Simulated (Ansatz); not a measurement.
Relaxed P (black-P type, space group Cmce):

```xyz
4
Lattice="1.6511 -5.3454 0.0000 1.6511 5.3454 0.0000 0.0000 0.0000 4.4667" Properties=species:S:1:pos:R:3 pbc="T T T"
P      1.6511     1.0592     2.6134
P      1.6511    -1.0592     1.8532
P      1.6511    -4.2862     4.0865
P      1.6511     4.2862     0.3801
```

Level of theory: r2SCAN+rVV10 (plane waves to 500 eV, PAW, scalar-relativistic; Ansatz, a quantum-chemistry and plane-wave program). k mesh 8×8×6 (Γ-centred), Fermi-Dirac smearing 0.05 eV. With partly filled bands, energies and forces of such displacements shift with the k mesh and the smearing. P was relaxed with its symmetry unable to fall.

One atom of the cell was then moved (with its periodic images), all else fixed, and the forces (eV/Å) came out as:

```csv
atom,Fx,Fy,Fz
P1,-0.089,4.094,0.801
P2,-1.074,-4.503,-2.698
P3,0.212,0.141,0.285
P4,0.951,0.267,1.613
```

Task: Which atom was moved, and by which vector (Å)?

Result: P2, by (0.23, 0.23, 0.23), 0.40 Å in all.

(For displaced atoms, the force is minus the slope of the energy, and its curvature is a force constant, which sets phonon frequencies.)
